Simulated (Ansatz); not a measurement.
The elements of this relaxed trial crystal are hidden behind letters.

```
lattice vectors (Å)
   4.2498    0.0000    0.0000
   0.0000    4.2498    0.0000
   0.0000    0.0000    4.4967
fractional positions
X 0.5000 0.5000 0.0000
Z 0.0000 0.0000 0.7614
Z 0.0000 0.0000 0.2386
Q 0.5000 0.5000 0.5000
```

Level of theory: DFT PBE, scalar-relativistic, plane waves, PAW in Ansatz 0.2.0. Plane waves to 420 eV, a 10×10×10 mesh through Γ for the 4-atom cell and 0.10 eV Gaussian smearing; collinear spin.

| Quantity | Value |
| --- | --- |
| Space group | P4/mmm (No. 123) |
| Conventional cell | a = 4.250 Å, c = 4.497 Å |
| Volume per atom | 20.30 Å³ |
| Density | 4.69 g/cm³ |
| Formation energy | −0.65 eV/atom |
| Gap on the 10×10×10 mesh of the 4-atom cell | 0 eV (a metal) |
| Net moment per atom | 1.73 μB |

Energies are uncorrected and count from the elements' standard states at the same level.

Question: X is a lanthanide, Z is a p-block element of period 3 and Q is a p-block element of period 2. Which elements are they?

Answer: X = Gd, Z = Si, Q = O, so the formula is GdSi2O. Density times volume gives a mean mass of 4.69 × 20.30/1.6605 = 57.3 u per atom, and this set has 57.4 u. Gd is surrounded by 2 O at 2.25 Å and 8 Si at 3.19 Å; Si is surrounded by 1 Si at 2.15 Å, 1 Si at 2.35 Å and 4 Gd at 3.19 Å; O is surrounded by 2 Gd at 2.25 Å. Other sets within the hints have nearly the same mass, so mass alone doesn't settle it; this one was computed.

The 4f shell of Gd is treated without a Hubbard U, which places its levels poorly. Another magnetic order may lie lower. A structure relaxed within its symmetry needn't be a true minimum. Another cell of GdSi2O relaxed alike, in I4/mmm, lies 0.43 eV/atom lower, so this cell isn't the stable form at this level.
